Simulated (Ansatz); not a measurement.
ZnCdSe2:
```yaml
crystal:
  lattice:
    - [4.12405, 0.00000, 0.00000]
    - [-2.06203, 3.57153, 0.00000]
    - [0.00000, 0.00000, 6.82963]
  atoms:
    - { symbol: Zn, position: [0.00000, 0.00000, 0.00117] }
    - { symbol: Cd, position: [0.66667, 0.33333, 0.49337] }
    - { symbol: Se, position: [0.66667, 0.33333, 0.10933] }
    - { symbol: Se, position: [0.00000, 0.00000, 0.64414] }
```

Relaxed with PBEsol. Independent-particle spectrum: no excitons, no local fields, no scissors shift; 0.1 eV broadening; ε₁ of the summed bands alone.

Question: Tabulate the dielectric function from PBEsol in the plane-wave PAW code Ansatz.

Answer: 

```tsv
E (eV)	ε₁ xx	ε₂ xx	ε₁ zz	ε₂ zz
0.0	7.97	0.00	8.12	0.00
0.3	8.08	0.00	8.19	0.00
0.6	8.67	0.13	8.45	0.00
0.9	8.52	1.23	9.22	0.33
1.2	8.13	1.39	9.08	1.38
1.5	8.05	1.42	8.78	1.73
1.8	8.19	1.51	8.69	1.91
2.1	8.45	1.62	8.76	2.06
2.4	8.91	1.95	9.02	2.25
2.7	9.62	2.54	9.44	2.56
3.0	9.72	3.69	10.09	3.00
3.3	10.14	4.93	11.23	3.83
3.6	9.47	7.03	12.93	6.24
3.9	8.30	6.35	11.83	11.90
4.2	8.53	9.57	6.84	12.33
4.5	4.87	9.85	4.27	12.63
4.8	4.76	7.77	0.29	10.41
5.1	3.93	8.55	0.65	7.76
5.4	3.31	9.59	2.79	5.58
5.7	2.35	8.14	2.82	9.24
6.0	2.50	8.37	1.09	9.54
6.3	0.99	9.93	-1.25	7.05
6.6	-0.70	8.53	0.67	7.15
6.9	-1.86	7.50	-0.98	7.75
7.2	-1.95	6.24	-2.11	7.08
7.5	-1.63	6.16	-3.33	5.90
7.8	-3.07	5.99	-3.35	4.41
8.1	-3.27	4.03	-2.65	3.22
8.4	-2.78	3.26	-2.06	3.04
8.7	-2.26	2.68	-1.78	2.64
9.0	-1.93	2.52	-1.50	2.67
9.3	-1.69	2.41	-1.42	2.89
9.6	-1.81	2.18	-1.83	2.38
9.9	-1.61	1.80	-1.69	1.96
10.2	-1.29	1.64	-1.44	1.68
10.5	-1.20	1.56	-1.36	1.51
10.8	-1.06	1.50	-1.09	1.37
11.1	-1.10	1.39	-1.02	1.41
11.4	-1.08	1.14	-1.12	1.19
11.7	-0.84	0.96	-0.92	0.91
12.0	-0.70	0.93	-0.65	0.82
```

Question: From ε at 2.6 eV (xx: 9.33 + 2.26i), find n, k, the normal reflectivity and the absorption coefficient.

Answer: n = 3.08, k = 0.367, R = 27 %, α = 2kE/ħc = 97000 cm⁻¹.

With all bands, ε∞ without local fields is 8.10 (xx = yy), 8.25 (zz).

Space group P3m1. The first step of the workflow began from a Materials Project structure, measured or hypothetical; the Crystallography Open Database copy checked does not list it. Its standing as an ambient phase is unchecked. The PBEsol relaxation kept the symmetry of its start; of distortions, only those at the zone centre were tested. Spin–orbit coupling is left out wherever it is not named.

Potentials: the later of the program's two PAW sets.
